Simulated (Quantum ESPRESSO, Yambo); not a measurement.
For CsLiMoO₄ (space group F-43m, No. 216), Yambo gives the independent-particle static dielectric constant along x as 3.31 on LDA bands and 2.86 after a scissor of 2.02 eV widens every gap (4×4×4 mesh, 111 bands, 3 Ry local-field block, 0.2 eV broadening).

Task: A scissor keeps the position matrix elements. In a one-oscillator model, how does ε − 1 scale, and what mean transition energy do the two values imply?

Result: Each transition adds |r|²/E to ε − 1, so ε − 1 ∝ 1/(E0 + Δ). Then (2.86 − 1)/(3.31 − 1) = E0/(E0 + Δ) = 0.805, and E0 = Δ(ε' − 1)/(ε − ε') = 8.3 eV. The computed Im ε, weighted by 1/E up to 20 eV, has its mean at 8.8 eV; the smallest direct LDA gap is 4.49 eV. The scissor comes from a G0W0 run whose convergence isn't established. Convergence of the RPA response with its 4×4×4 mesh was not tested.

Bands from Quantum ESPRESSO.

Spin-orbit coupling is not included.

Geometry of the Materials Project entry, not relaxed at this level; primitive cell a = b = c = 5.9341 Å, α = β = γ = 60.00°.

The structure is a Materials Project entry; no match was found in the copy of COD used, and its stability was not checked.
